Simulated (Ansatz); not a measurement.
Relaxed CdS (zinc blende):

```
CdS
1.0
    0.00000     2.93890     2.93890
    2.93890     0.00000     2.93890
    2.93890     2.93890     0.00000
S Cd
1 1
Direct
  0.75000   0.75000   0.75000
  0.00000   0.00000   0.00000
```

In each cell atom 1 (S, nearest neighbour Cd at 2.545 Å; its periodic images, 4.2 Å or more away, move with it) moves by s·(-0.577, -0.577, 0.577) (towards the nearest neighbour), the rest being held.

Method: r2SCAN (plane waves to 500 eV, PAW, scalar-relativistic; Ansatz, an electronic-structure program). k mesh 8×8×8 (Γ-centred), Fermi-Dirac smearing 0.05 eV. Energies are smeared free energies. Stress and pressure are positive under compression. F∥ is the force on the atom along that direction. CdS was relaxed with its symmetry unable to fall. ΔE is measured from the undisplaced structure.

| s (Å) | F∥ (eV/Å) | ΔE (meV/cell) | P (GPa) |
|---|---|---|---|
| -0.510 | 0.678 | 287 | 2.7 |
| -0.408 | 0.726 | 215 | 2.0 |
| -0.306 | 0.711 | 141 | 1.4 |
| -0.204 | [?] | 73 | 0.7 |
| -0.102 | 0.386 | 21 | 0.2 |
| 0.000 | 0.000 | 0 | 0.0 |
| 0.102 | [?] | [?] | 0.3 |
| 0.204 | -1.544 | 136 | 1.2 |
| 0.306 | -2.925 | 359 | 3.2 |
| 0.408 | -4.949 | 754 | 6.5 |
| 0.510 | -7.887 | [?] | 11.5 |

Problem. Some entries are withheld; supply them.

Solution. 
- -0.204, F∥ (eV/Å): 0.608
- 0.102, F∥ (eV/Å): -0.613
- 0.102, ΔE (meV/cell): 29
- 0.510, ΔE (meV/cell): 1400

(A displaced cell: forces are minus the slopes of the energy, force constants its curvatures, and phonons follow from these.)
